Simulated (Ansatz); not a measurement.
**Question.** Tl (hcp (Mg type), P6_3/mmc) is relaxed with the program Ansatz at the r²SCAN level (PAW). What lattice parameters of the conventional cell result?

**Answer.** a = 3.523 Å, c = 5.599 Å.

Symmetry was held in the r²SCAN relaxation. Axis ratios of metals converge slowly with the k-mesh, so a and c are less sure than the volume. Spin–orbit coupling is left out wherever it is not named.

Potentials: the earlier of the program's two PAW sets.
